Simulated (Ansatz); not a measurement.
Te$_{2}$Mo:
```xyz
3
Lattice="3.4668 0.0000 0.0000 -1.7334 3.0024 0.0000 0.0000 0.0000 33.0000" Properties=species:S:1:pos:R:3 pbc="T T F"
Te     0.0000     2.0016    18.2948
Te     0.0000     2.0016    14.7052
Mo     0.0000     0.0000    16.5000
```
The layer is periodic in x and y and isolated along z.

Relaxed with LDA.

Q: All from LDA (plane waves, PAW; program Ansatz), unless another level is named. Give the electron effective mass, in the valley at K.

A: 0.57 mₑ.

Q: And the electron affinity (Kohn–Sham)?

A: 3.89 eV.

Q: Predict the band gap.

A: 1.24 eV (direct).

Space group P-6m2 (1H). A layer that has been made, often on a substrate. The LDA relaxation kept the symmetry of its start; its stability against distortions is not shown here. No spin polarisation was allowed. Scalar-relativistic: spin–orbit coupling is off unless named, which matters more the heavier the elements.

Potentials: the later of the program's two PAW sets.
